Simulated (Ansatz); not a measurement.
**Band table of LiMg**

```
Li Mg
1.0
     2.51643    0.00000    0.00000
     0.00000    2.51643    0.00000
     0.00000    0.00000    2.51643
Li Mg
1 1
Cartesian
  0.0000 0.0000 0.0000
  1.2582 1.2582 1.2582
```

The base volume is that of a database entry, with shape and atoms relaxed on PAW files at held volume, so it needn't be at zero pressure; the structure needn't be the stable phase, at rest or compressed.

Computed with Ansatz 0.2.0; functional PBEsol, scalar-relativistic. Settings: a Γ-centred 11×11×11 k mesh, Fermi–Dirac smearing of 0.05 eV, no spin polarisation. Methods: LAPW: all electrons, basis error target 1 meV/atom.

This run: volume at 0.4 of the series' base cell.

Path points, in fractions of the reciprocal vectors: Γ (0.000, 0.000, 0.000), X (0.000, 0.500, 0.000), M (0.500, 0.500, 0.000), R (0.500, 0.500, 0.500). The distance column jumps between branches of the path. Levels in eV from the Fermi level; bands 6 to 9, counted from the lowest band of the run. The gap is zero, the pressure 130.2 GPa.

```
# k(1/Å) point b6 b7 b8 b9
0.000 Γ -7.75 8.42 8.42 9.74
0.208 - -7.65 6.32 8.58 9.84
0.416 - -7.32 3.94 9.05 10.16
0.624 - -6.81 1.83 9.82 10.65
0.832 - -6.14 0.05 10.87 11.28
1.040 - -5.43 -1.32 11.87 11.87
1.248 X -5.05 -1.92 12.15 12.15
1.457 - -4.89 -1.88 10.85 12.03
1.665 - -4.42 -1.77 8.82 10.18
1.873 - -3.66 -1.58 7.00 8.00
2.081 - -2.67 -1.37 5.58 5.89
2.289 - -1.64 -1.17 4.15 4.65
2.497 M -1.09 -1.09 3.37 4.33
2.791 - -2.34 -0.82 4.07 5.56
3.085 - -4.21 0.00 4.50 9.05
3.380 - -5.76 1.38 5.10 11.72
3.674 - -6.87 3.34 5.99 10.60
3.968 - -7.53 5.86 7.23 9.95
4.262 Γ -7.75 8.42 8.42 9.74
4.623 - -7.42 6.00 6.00 9.87
4.983 - -6.41 3.88 3.88 10.22
5.344 - -4.69 2.57 2.57 10.39
5.704 - -2.32 1.99 1.99 9.54
6.064 - 0.40 2.03 2.03 7.06
6.425 R 2.21 2.21 2.21 6.02
6.719 - 1.24 1.31 2.54 6.25
7.013 - -0.57 0.00 3.51 6.92
7.308 - -2.36 -0.96 5.12 8.06
7.602 - -3.80 -1.55 7.34 9.66
7.896 - -4.73 -1.84 10.07 11.58
8.190 X -5.05 -1.92 12.15 12.15
9.956 R 2.21 2.21 2.21 6.02
10.164 - 1.72 1.72 2.34 5.79
10.372 - 0.82 0.82 2.68 5.21
10.580 - 0.01 0.01 3.18 4.52
10.788 - -0.60 -0.60 3.73 3.92
10.996 - -0.97 -0.97 3.51 4.16
11.204 M -1.09 -1.09 3.37 4.33
```
